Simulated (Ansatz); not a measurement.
Phonons of CaO (rock salt) at Γ, L = (0.5, 0.0, 0.0), X = (0.5, 0.5, 0.0).

CaO (rock salt)

```yaml
crystal:
  lattice:
    - [0.00000, 2.41535, 2.41535]
    - [2.41535, 0.00000, 2.41535]
    - [2.41535, 2.41535, 0.00000]
  atoms:
    - { symbol: O, position: [0.00000, 0.00000, 0.00000] }
    - { symbol: Ca, position: [0.50000, 0.50000, 0.50000] }
```

The numbers are results of PBE (plane waves to 420 eV, PAW, scalar-relativistic; Ansatz, a first-principles code), not measurements. Harmonic phonons by density-functional perturbation theory on a 10×10×10 k mesh, in cm⁻¹; i marks imaginary ones, q is in fractions of the reciprocal vectors of the cell shown, and the three acoustic modes at Γ are left out. The non-analytic (LO-TO) term is not included, so polar modes at Γ have their transverse values. CaO was relaxed with its symmetry unable to fall.

```tsv
q	wavenumbers (cm⁻¹)
Γ	255 (×3)
L = (0.5, 0.0, 0.0)	168 (×2), 292 (×2), 362, 460
X = (0.5, 0.5, 0.0)	198 (×2), 278, 284 (×2), 383
```

The structure shows no imaginary mode at these points (lowest 168 cm⁻¹ at L = (0.5, 0.0, 0.0)); other wave vectors were not tested.

Highest mode: 460 cm⁻¹ at L = (0.5, 0.0, 0.0).
